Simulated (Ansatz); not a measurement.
AlP:
```
AlP
1.0
    3.85090     0.00000     0.00000
   -1.92545     3.33498     0.00000
    0.00000     0.00000     8.68955
Al P
3 3
Direct
  0.00000   0.49990   0.66667
  0.50010   0.50010   0.00000
  0.49990   0.00000   0.33333
  0.00000   0.49994   0.16667
  0.50006   0.50006   0.50000
  0.49994   0.00000   0.83333
```

Relaxed with PBE.

**Question.** Which orbitals make up the states near the band edges in PBE in the plane-wave PAW code Ansatz?

**Answer.** Top 1 eV of the valence band: P 3p 76 %, Al 3p 18 %. Bottom 1 eV of the conduction band: Al 3p 39 %, Al 3s 24 %, P 3p 15 %, P 3s 10 %, outside the projected shells 12 %. Projections are on Löwdin-orthogonalised atomic valence shells; empty p or d shells of many metals are not among them.

**Question.** Tabulate the density of states.

**Answer.** States/eV per cell of 6 atoms, in 0.25 eV bins, energy from the valence-band maximum.

| E (eV) | total | P 3p | Al 3p | Al 3s |
|---|---|---|---|---|
| -7.85 | 0.00 | 0.00 | 0.00 | 0.00 |
| -7.60 | 0.00 | 0.00 | 0.00 | 0.00 |
| -7.35 | 0.00 | 0.00 | 0.00 | 0.00 |
| -7.10 | 0.00 | 0.00 | 0.00 | 0.00 |
| -6.85 | 0.00 | 0.00 | 0.00 | 0.00 |
| -6.60 | 0.09 | 0.05 | 0.01 | 0.03 |
| -6.35 | 2.59 | 1.44 | 0.27 | 0.81 |
| -6.10 | 2.49 | 1.38 | 0.27 | 0.73 |
| -5.85 | 2.89 | 1.59 | 0.34 | 0.78 |
| -5.60 | 3.02 | 1.67 | 0.36 | 0.78 |
| -5.35 | 1.13 | 0.63 | 0.15 | 0.24 |
| -5.10 | 0.95 | 0.53 | 0.15 | 0.17 |
| -4.85 | 2.70 | 1.49 | 0.63 | 0.41 |
| -4.60 | 3.86 | 2.12 | 0.78 | 0.65 |
| -4.35 | 1.92 | 1.07 | 0.35 | 0.34 |
| -4.10 | 1.90 | 1.08 | 0.42 | 0.26 |
| -3.85 | 2.51 | 1.46 | 0.62 | 0.27 |
| -3.60 | 2.60 | 1.54 | 0.65 | 0.25 |
| -3.35 | 2.60 | 1.58 | 0.66 | 0.21 |
| -3.10 | 2.79 | 1.73 | 0.71 | 0.19 |
| -2.85 | 3.41 | 2.16 | 0.84 | 0.26 |
| -2.60 | 3.22 | 2.10 | 0.76 | 0.23 |
| -2.35 | 4.26 | 2.90 | 0.96 | 0.25 |
| -2.10 | 4.33 | 3.01 | 0.95 | 0.22 |
| -1.85 | 3.71 | 2.64 | 0.78 | 0.17 |
| -1.60 | 3.89 | 2.88 | 0.76 | 0.14 |
| -1.35 | 4.38 | 3.27 | 0.80 | 0.16 |
| -1.10 | 5.14 | 3.78 | 1.04 | 0.16 |
| -0.85 | 2.65 | 2.02 | 0.47 | 0.08 |
| -0.60 | 1.79 | 1.37 | 0.33 | 0.04 |
| -0.35 | 0.98 | 0.75 | 0.19 | 0.01 |
| -0.10 | 0.20 | 0.15 | 0.04 | 0.00 |
| 0.15 | 0.00 | 0.00 | 0.00 | 0.00 |
| 0.40 | 0.00 | 0.00 | 0.00 | 0.00 |
| 0.65 | 0.00 | 0.00 | 0.00 | 0.00 |
| 0.90 | 0.00 | 0.00 | 0.00 | 0.00 |
| 1.15 | 0.21 | 0.03 | 0.08 | 0.05 |
| 1.40 | 0.97 | 0.15 | 0.36 | 0.25 |
| 1.65 | 1.91 | 0.29 | 0.75 | 0.45 |
| 1.90 | 2.31 | 0.35 | 0.93 | 0.51 |
| 2.15 | 3.67 | 0.61 | 1.48 | 0.74 |
| 2.40 | 3.79 | 0.72 | 1.44 | 0.73 |
| 2.65 | 4.70 | 0.92 | 1.69 | 0.92 |
| 2.90 | 4.16 | 0.87 | 1.41 | 0.87 |
| 3.15 | 3.93 | 0.90 | 1.41 | 0.69 |
| 3.40 | 3.47 | 0.78 | 1.33 | 0.57 |
| 3.65 | 3.38 | 0.74 | 1.25 | 0.57 |
| 3.90 | 3.93 | 0.90 | 1.33 | 0.71 |
| 4.15 | 3.77 | 0.83 | 1.44 | 0.58 |
| 4.40 | 3.19 | 0.57 | 1.41 | 0.29 |
| 4.65 | 3.98 | 0.76 | 1.71 | 0.33 |
| 4.90 | 3.03 | 0.61 | 1.22 | 0.28 |
| 5.15 | 2.98 | 0.54 | 1.16 | 0.27 |
| 5.40 | 3.02 | 0.54 | 1.17 | 0.28 |
| 5.65 | 2.90 | 0.48 | 1.06 | 0.25 |

Space group P6_422. The start of the workflow was typed in or built on a structure type; neither database checked (COD, Materials Project) lists it. It is not the phase usual at ambient conditions (space group No. 216). Symmetry was held in the PBE relaxation; its stability against distortions is not shown here.

Potentials: the later of the program's two PAW sets.
